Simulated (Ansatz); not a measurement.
Cs2LiAlF6:
```xyz
10
Lattice="6.1944 0.0000 0.0000 -3.0972 5.3645 0.0000 0.0000 0.0000 4.9677" Properties=species:S:1:pos:R:3 pbc="T T T"
Cs     0.0000     3.5764     1.1326
Cs     3.0972     1.7882     3.8351
Li     0.0000     0.0000     0.0000
Al     0.0000     0.0000     2.4839
F      4.9438     0.7220     1.3857
F     -1.8466     4.6425     3.5820
F      3.0972     3.9204     1.3857
F      0.0000     1.4441     3.5820
F      1.2506     0.7220     1.3857
F      1.8466     4.6425     3.5820
```

Relaxed with r²SCAN. Special points in fractions of this cell's reciprocal vectors: Γ (0.000, 0.000, 0.000); M (0.500, 0.000, 0.000); K (0.333, 0.333, 0.000); A (0.000, 0.000, 0.500); L (0.500, 0.000, 0.500); H (0.333, 0.333, 0.500).

### Question
List the band energies nearest the valence-band maximum at these points for plane-wave PAW r²SCAN with spin–orbit coupling (Ansatz code).

### Answer
In eV from the valence-band maximum; about four levels below and three above (degenerate sets whole), none deeper than 8.9 eV; points with the same levels are listed once.

```tsv
k	below	above
Γ	-0.13 -0.13 0.00 0.00	8.15 8.15 9.17 9.17
M	-0.20 -0.20 -0.02 -0.02	9.30 9.30 9.47 9.47
K	-0.23 -0.23 -0.03 -0.03	9.51 9.51 9.53 9.53
A	-0.13 -0.13 -0.12 -0.12	9.51 9.51 9.51 9.51
L	-0.20 -0.20 -0.12 -0.12	9.89 9.89 10.06 10.06
H	-0.23 -0.23 -0.13 -0.13	10.06 10.06 10.09 10.09
```

Space group P-3m1. The first step of the workflow began from a Materials Project structure, measured or hypothetical; the Crystallography Open Database copy checked does not list it. Its standing as an ambient phase is unchecked. Symmetry was held in the r²SCAN relaxation; whether a distortion lowers the energy is not shown.

Potentials: the later of the program's two PAW sets.
